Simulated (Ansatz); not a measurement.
## Sc5Si6Pd4, one structure, two calculations

Cell: a measured structure from the Crystallography Open Database (COD) whose atoms were relaxed with PBE, the cell held.

```cif
data_Sc5Si6Pd4
_symmetry_space_group_name_H-M 'Immm'
_symmetry_Int_Tables_number 71
_cell_length_a 3.9767
_cell_length_b 9.4598
_cell_length_c 13.1590
_cell_angle_alpha 90.000
_cell_angle_beta 90.000
_cell_angle_gamma 90.000
loop_
_atom_site_label
_atom_site_type_symbol
_atom_site_symmetry_multiplicity
_atom_site_Wyckoff_symbol
_atom_site_fract_x
_atom_site_fract_y
_atom_site_fract_z
Sc1 Sc 2 a 0.0000 0.0000 0.0000
Sc2 Sc 4 i 0.0000 0.0000 0.2722
Sc4 Sc 4 h 0.0000 0.1707 0.5000
Si6 Si 8 l 0.0000 0.3763 0.3541
Si10 Si 4 j 0.5000 0.0000 0.4112
Pd Pd 8 l 0.0000 0.2674 0.1684
```

One atom of each set is listed; the run and its k-mesh use a cell of 15 atoms with edges of 8.34, 8.34, 8.34 Å.

First run. Computed with Ansatz: DFT, PBE, plane waves and PAW, scalar-relativistic, 420 eV cutoff, Γ-centred 9×9×9 k-points, Fermi–Dirac smearing 0.05 eV.

| site | V_zz (10²¹ V/m²) | η |
| --- | --- | --- |
| Sc1 | -1.70 | 0.87 |
| Sc2 | 0.17 | 0.97 |
| Sc4 | 1.65 | 0.04 |
| Si6 | 2.47 | 0.37 |
| Si10 | 1.38 | 0.37 |
| Pd | 5.35 | 0.48 |

Second run. The same atoms and settings, except that the functional is r2SCAN and the cutoff is 500 eV.

(1) What does the second run give?

Results:

(1) 

| site | V_zz | η | change of V_zz |
| --- | --- | --- | --- |
| Sc1 | -1.79 | 0.79 | -0.09 |
| Sc2 | 0.39 | 0.05 | +0.22 |
| Sc4 | 1.67 | 0.05 | +0.02 |
| Si6 | 2.44 | 0.37 | -0.03 |
| Si10 | 1.47 | 0.44 | +0.09 |
| Pd | 5.70 | 0.51 | +0.35 |

The largest change of V_zz is on Pd, from 5.35 to 5.70. In per cent, |V_zz| changes by -1 on Si, +7 on Pd (all sites that start above 2). Where |V_zz| stays above 0.1, η moves most on Sc2, from 0.97 to 0.05.

The run finds no gap above 0.1 eV (a metal, or nearly one), so the gradients can move by 10 % or more with the k-mesh. Without spin–orbit coupling (the program notes it for Pd) the gradients can shift somewhat, as the gap is small. With these PAW files V_zz is typically within 2 to 3 % of all-electron values, but misses above 10 % occur on Pd.
